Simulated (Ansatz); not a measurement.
The elements of this relaxed trial crystal are hidden behind letters.

```
lattice vectors (Å)
   9.4621    0.0000    0.0000
  -4.7310    8.1944    0.0000
   0.0000    0.0000    5.0933
fractional positions
X 0.3333 0.6667 0.7500
X 0.6667 0.3333 0.2500
Z 0.0000 0.0000 0.0000
Z 0.0000 0.0000 0.5000
Q 0.8072 0.6143 0.7500
Q 0.3857 0.1928 0.7500
Q 0.8072 0.1928 0.7500
Q 0.1928 0.3857 0.2500
Q 0.6143 0.8072 0.2500
Q 0.1928 0.8072 0.2500
```

Theory: DFT PBE, scalar-relativistic, plane waves, PAW in Ansatz. Settings of the last relaxation (10-atom cell): 420 eV, 6×6×8 k points, Gaussian smearing of 0.10 eV, no spin polarisation.

| Item | Value |
| --- | --- |
| Space group | P6_3/mmc (No. 194) |
| Conventional cell | a = 9.462 Å, c = 5.093 Å |
| Volume per atom | 39.49 Å³ |
| Density | 4.52 g/cm³ |
| Energy over the elements | −0.99 eV/atom |
| Gap on the 6×6×8 mesh of the 10-atom cell | 0 eV (the bands meet within 0.015 eV) |

Energies are uncorrected and count from the elements' standard states at the same level.

Question: X is an s-block element of period 5, Z is a p-block element of period 4 and Q is a p-block element of period 5. Which elements are they?

Answer: X = Sr, Z = Ga, Q = I, so the formula is SrGaI3. Density times volume gives a mean mass of 4.52 × 39.49/1.6605 = 107.5 u per atom, and this set has 107.6 u. Sr is surrounded by 6 I at 3.43 Å; Ga has 2 Ga at 2.55 Å and 6 I at 3.41 Å; around I lie 2 Ga at 3.41 Å, 2 Sr at 3.43 Å and 6 I at 3.99–4.06 Å. Other sets within the hints have nearly the same mass, so mass alone doesn't settle it; this one was computed.

These runs have no spin–orbit coupling, which can matter for I. The zero gap may come from the functional, which often closes small gaps, or the cell may be a true semimetal. Symmetry constrained the relaxation, so the result can be a saddle point.
